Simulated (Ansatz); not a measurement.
Relaxed Li (bcc, W type):

```
CELL_PARAMETERS angstrom
     -3.43479     3.43479     3.43479
      0.00000     0.00000     3.43479
      0.00000     3.43479     0.00000
ATOMIC_POSITIONS crystal
  Li 0.00000 0.00000 0.00000
  Li 0.50000 0.00000 0.00000
```

The atoms are displaced by Q × the pattern below (from a DFPT mode at H = (0.5, 0.5, 0.5), largest move 1; Q in Å), at fixed cell. It is one choice among 3 degenerate patterns. (q is in reciprocal vectors of the primitive cell; the cell shown is doubled to hold the pattern.)

```tsv
atom	x	y	z
Li1	0.000	0.000	-1.000
Li2	0.000	0.000	1.000
```

Computed with PBE (plane waves to 420 eV, PAW, scalar-relativistic; Ansatz, a quantum-chemistry and plane-wave program). k mesh 19×19×19 (Γ-centred), Fermi-Dirac smearing 0.05 eV. With partly filled bands, energies and forces of such displacements shift with the k mesh and the smearing. Li was relaxed with its symmetry unable to fall. The PAW data are Ansatz's earlier set. 

```json
[
 {"Q (Å)": "-0.100", "−dE/dQ from forces (eV/Å)": "0.550"},
 {"Q (Å)": "-0.083", "−dE/dQ from forces (eV/Å)": "0.461"},
 {"Q (Å)": "-0.067", "−dE/dQ from forces (eV/Å)": "0.370"},
 {"Q (Å)": "-0.050", "−dE/dQ from forces (eV/Å)": "0.279"},
 {"Q (Å)": "-0.033", "−dE/dQ from forces (eV/Å)": "0.186"},
 {"Q (Å)": "-0.017", "−dE/dQ from forces (eV/Å)": "0.093"},
 {"Q (Å)": "0.000", "−dE/dQ from forces (eV/Å)": "0.000"},
 {"Q (Å)": "0.017", "−dE/dQ from forces (eV/Å)": "-0.093"},
 {"Q (Å)": "0.033", "−dE/dQ from forces (eV/Å)": "-0.186"},
 {"Q (Å)": "0.050", "−dE/dQ from forces (eV/Å)": "-0.279"},
 {"Q (Å)": "0.067", "−dE/dQ from forces (eV/Å)": "-0.370"},
 {"Q (Å)": "0.083", "−dE/dQ from forces (eV/Å)": "-0.461"},
 {"Q (Å)": "0.100", "−dE/dQ from forces (eV/Å)": "-0.550"}
]
```

What harmonic wavenumber does the curvature at Q = 0 give?

331 cm⁻¹. E″ = 5.59 eV/Å², M = Σ mᵢ|uᵢ|² = 13.9 u, ν̃ = 521.5·√(|E″|/M).

(For displaced atoms, the force is minus the slope of the energy, and its curvature is a force constant, which sets phonon frequencies.)
